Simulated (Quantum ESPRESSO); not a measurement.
Computed NMR tensors in KSrYWO$_{6}$

```yaml
crystal:
  lattice:
    - [0.00000, 4.19349, 4.19349]
    - [4.19349, 0.00000, 4.19349]
    - [4.19349, 4.19349, 0.00000]
  atoms:
    - { symbol: K, position: [0.25000, 0.25000, 0.25000] }
    - { symbol: Sr, position: [0.75000, 0.75000, 0.75000] }
    - { symbol: Y, position: [0.50000, 0.50000, 0.50000] }
    - { symbol: W, position: [0.00000, 0.00000, 0.00000] }
    - { symbol: O, position: [0.76724, 0.23276, 0.23276] }
    - { symbol: O, position: [0.76724, 0.23276, 0.76724] }
    - { symbol: O, position: [0.23276, 0.76724, 0.76724] }
    - { symbol: O, position: [0.23276, 0.76724, 0.23276] }
    - { symbol: O, position: [0.76724, 0.76724, 0.23276] }
    - { symbol: O, position: [0.23276, 0.23276, 0.76724] }
```
The geometry is a computed Materials Project entry, not a measured one. It is KSrYWO6 in F-43m; whether this form has been observed was not checked. Stability against distortions was not tested. Forces on the atoms reach 0.37 eV/Å at this level. The run has no spin polarisation.

Shieldings are absolute and leave out the bulk-susceptibility term; a larger σ means a smaller chemical shift. In our sweeps, cutoffs and meshes of this size left a few ppm, and up to some 20 ppm on atoms from Zn on. No spin–orbit coupling; W is the heaviest element present.

Shieldings of H and of elements past Ba are not listed.

What do the calculations give at each independent site (shieldings by PBE GIPAW (a modified build of Quantum ESPRESSO, JTH PAW datasets), 22.5 Ha, k-mesh 4×4×4 shifted, f-sum rule met within 0.001 %)?


| site | site symmetry | σ_iso (ppm) |
|---|---|---|
| K (atom 1) | -43m | 1182 |
| Sr (atom 2) | -43m | 3099 |
| Y (atom 3) | -43m | 2351 |
| W (atom 4) | -43m | – |
| O (atoms 5, 6, 7, 8, 9, 10) | 2mm | -186 |
